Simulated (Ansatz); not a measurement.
**Data sheet: ZrPt3 (DFT)**

ZrPt$_{3}$:
```
ZrPt3
1.0
    5.65334     0.00000     0.00000
   -2.82667     4.89594     0.00000
    0.00000     0.00000     9.23510
Zr Pt
4 12
Direct
  0.00000   0.00000   0.50000
  0.00000   0.00000   0.00000
  0.33333   0.66667   0.25000
  0.66667   0.33333   0.75000
  0.50000   0.50000   0.50000
  0.00000   0.50000   0.00000
  0.50000   0.00000   0.50000
  0.50000   0.50000   0.00000
  0.00000   0.50000   0.50000
  0.50000   0.00000   0.00000
  0.82986   0.65971   0.25000
  0.17014   0.34029   0.75000
  0.17014   0.82986   0.75000
  0.82986   0.17014   0.25000
  0.34029   0.17014   0.25000
  0.65971   0.82986   0.75000
```

Space group P6_3/mmc (No. 194); conventional cell a = b = 5.653 Å, c = 9.235 Å, α = β = 90.00°, γ = 120.00°.

Method: the program Ansatz at the PBEsol level (PAW). Geometry: relaxed at this level of theory. Other levels are named where they apply.

**Cell and energy**

* **Volume per atom**: 15.98 Å³
* **Density**: 17.58 g/cm³
* **Formation energy from the elements (no fitted shifts)**: -1067 meV/atom

**Electronic structure**

- Electronic character = metallic (no gap)
- Density of states at the Fermi level = 0.11 states/eV per atom (mean over ±0.08 eV)

**Mechanics**

- Elastic constants (relaxed ions, GPa) = C11 = 412, C12 = 174, C13 = 161, C33 = 426, C44 = 99.5
- Mechanical stability = stable (all eigenvalues of C positive)
- Hill bulk and shear moduli = 249 and 113 GPa
- Young's modulus = 295 GPa
- Poisson's ratio = 0.30
- Debye temperature from the elastic constants = 335 K

The first step of the workflow began from a Materials Project structure, measured or hypothetical; the Crystallography Open Database copy checked does not list it. COD files the formula under space group No. 221. Whether it is the stable phase at ambient conditions was not checked. The PBEsol relaxation kept the symmetry of its start; whether a distortion lowers the energy is not shown. No spin polarisation was allowed. As this level gives no gap, shear constants depend on the k-mesh and smearing (Fermi–Dirac, 0.1 eV here). Axis ratios of metals converge slowly with the k-mesh, so a and c are less sure than the volume. The references are the lowest solids computed at this level, not always the standard phases. Scalar-relativistic: spin–orbit coupling is off unless named, which matters more the heavier the elements.

Potentials: the later of the program's two PAW sets.
